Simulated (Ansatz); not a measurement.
The cell below belongs to a search over invented structures; it isn't taken from experiment.

Input and command of a plane-wave DFT calculation in Ansatz:

```yaml
crystal:
  lattice:
    - [1.3828130396, 0.7983674806, 9.3938738295]
    - [-1.3828130396, 0.7983674806, 9.3938738295]
    - [0.0, -1.5967349613, 9.3938738295]
  atoms:
    - { symbol: Ge, position: [0.0, 0.0, 0.0] }
    - { symbol: B, position: [0.7488356193, 0.7488356193, 0.7488356193] }
    - { symbol: B, position: [0.2511643807, 0.2511643807, 0.2511643807] }
    - { symbol: C, position: [0.9212607588, 0.9212607588, 0.9212607588] }
    - { symbol: C, position: [0.0787392412, 0.0787392412, 0.0787392412] }
basis:
  ecutwfc: 420
kpoints:
  mp_grid: { grid: [12, 12, 12] }
hamiltonian:
  xc: pbe
scf:
  occupations: { method: gaussian, width: 0.1 }
output:
  forces: true
  stress: true
  eigenvalues: true
relax:
  adjacent_minimum: "off"
  f_tol: 0.01
  max_steps: 30
  cell: { stress_tol: 0.1, fix: [volume] }
```

```bash
ansatz run input.yaml --threads 1 --pin off --max-ram 2560MiB --backend cpu --events-out ev --progress --plain --runs-dir out
```

Processor: Intel(R) Xeon(R) Platinum 8259CL CPU @ 2.50GHz (Skylake/Cascade Lake), 1 thread, on a host shared with other jobs.

Task: Estimate time, memory and problem size.

Result: About 89 s, peak memory 0.54 GiB. It solves 19 bands at 189 k points (after reduction by symmetry) with about 1221 plane waves, in 35 SCF iterations over 6 ionic steps.
